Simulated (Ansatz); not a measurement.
CaF$_{2}$:
Space group Fm-3m (No. 225); a = b = c = 5.4405 Å, α = β = γ = 90.00°

```json
[
 {"atom": "Ca", "site": "4a", "symmetry": "m-3m", "x": "0.0000", "y": "0.0000", "z": "0.0000"},
 {"atom": "F", "site": "8c", "symmetry": "-43m", "x": "0.2500", "y": "0.2500", "z": "0.2500"}
]
```
(The calculation used a cell of 3 atoms; values per cell refer to that cell.)

Relaxed with r²SCAN. The program Ansatz at the r²SCAN level (PAW) gives a gap of 8.03 eV.

Q: What gap does HSE06 give on the same cell (Ansatz, PAW)?

A: 9.44 eV, 1.42 eV more. The hybrid was solved on a coarser mesh and at special points; its gap is the smallest among all of these.

```tsv
k	v1 r²SCAN	c1 r²SCAN	v1 HSE06	c1 HSE06
Γ	-0.26	8.03	-0.27	9.44
X	0.00	8.79	(withheld)	(withheld)
L	-0.85	10.24	(withheld)	(withheld)
W	-0.10	9.12	(withheld)	(withheld)
K	-0.10	9.06	(withheld)	(withheld)
```

Q: Top valence (v1) and lowest conduction level (c1) in eV from each method's valence maximum (which need not be a listed point): supply the withheld HSE06 values.

A: 
- K, v1 HSE06: -0.10
- K, c1 HSE06: 10.78
- L, v1 HSE06: -0.89
- L, c1 HSE06: 12.09
- W, v1 HSE06: -0.10
- W, c1 HSE06: 10.85
- X, v1 HSE06: 0.00
- X, c1 HSE06: 10.49

Cost on shared cores: the r²SCAN run (SCF on a 9×9×9 mesh, then bands and DOS) very roughly 12 core-seconds, the HSE06 run (SCF on 7×7×7, then a few points) roughly 60 core-seconds; the tasks are unlike.

The cell was relaxed with r²SCAN under the symmetry of its start.

Potentials: the earlier of the program's two PAW sets.
